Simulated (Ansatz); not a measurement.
Suppose TaSi takes space group Pm-3m (No. 221), with Ta on 1b; Si on 1a.

Method: Ansatz, DFT PBE, scalar-relativistic, plane waves, PAW. Cutoff 420 eV, Γ-centred mesh, Gaussian smearing, no spin polarisation.

Energies over the elements count from the elements' standard structures at the same level, with no fitted energy shifts.

Question: Which cell and coordinates does it relax to?

Answer:

Space group Pm-3m (No. 221). a = 3.153 Å, b = 3.153 Å, c = 3.153 Å, α = 90.00°, β = 90.00°, γ = 90.00°
```tsv
atom	site	symmetry	x	y	z
Ta	1b	m-3m	0.5000	0.5000	0.5000
Si	1a	m-3m	0.0000	0.0000	0.0000
```

It has the caesium chloride type. Around Ta lie 8 Si at 2.73 Å and 6 Ta at 3.15 Å; around Si lie 8 Ta at 2.73 Å and 6 Si at 3.15 Å.

Question: And its energy and gap?

Answer: The formation energy is −0.08 eV/atom. The gap on the 18×18×18 mesh of the 2-atom cell is 0 eV (a metal). A negative formation energy is needed for stability but isn't enough: competing phases decide.

The last run used Gaussian smearing of 0.10 eV. Spin–orbit coupling, which can matter for Ta, is left out. The cell is a metal run without spin; a magnetic state may lie lower. Symmetry constrained the relaxation, so the result can be a saddle point.
